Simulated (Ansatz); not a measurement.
W: pressure against volume

W, Pm-3n, a = 5.053 Å. This isn't the element's structure at ambient conditions. Ansatz: r2SCAN, PAW, 500 eV, Γ-centred 8×8×8 mesh on 8 atoms, Gaussian smearing 0.10 eV; no spin polarisation. Symmetry fixes shape and atoms, so the cell is only scaled; pressure is positive in compression.

```
V (Å³/atom) P (GPa)
     14.192        ?
     14.676    36.16
     15.160    22.18
     15.644    10.22
     16.127     0.00
     16.611    -8.73
     17.095   -16.20
     17.740   -24.51
```

Task: Take V0 = 16.127 Å³/atom, fit the third-order Birch–Murnaghan form to the other rows, and predict the missing pressure.

Result: With the Eulerian strain f = ½[(V0/V)^(2/3) − 1] and y = P/[3f(1 + 2f)^(5/2)], the form is the line y = B0 + 1.5 B0 (B0′ − 4) f. Rows (f, y): 0.03244, 317.5; 0.02104, 317.0; 0.01024, 316.2; -0.00976, 313.2; -0.01906, 312.2; -0.03079, 311.0. Means f = 0.0006850, y = 314.52; Σ(Δf)² = 0.003004, ΣΔfΔy = 0.3316; the slope is their ratio. y = 314.4 + 110.4 f GPa, so B0 = 314.4 GPa and B0′ = 4 + 2 × (110.4)/(3 × 314.4) = 4.23. At V = 14.192, f = 0.04447, y = 319.31 and P = 52.71 GPa. The run gave 52.47 GPa, so the fit is 0.24 GPa too high, a small miss on the scale of the series.

Spin–orbit coupling is left out, which can shift energies with elements as heavy as these.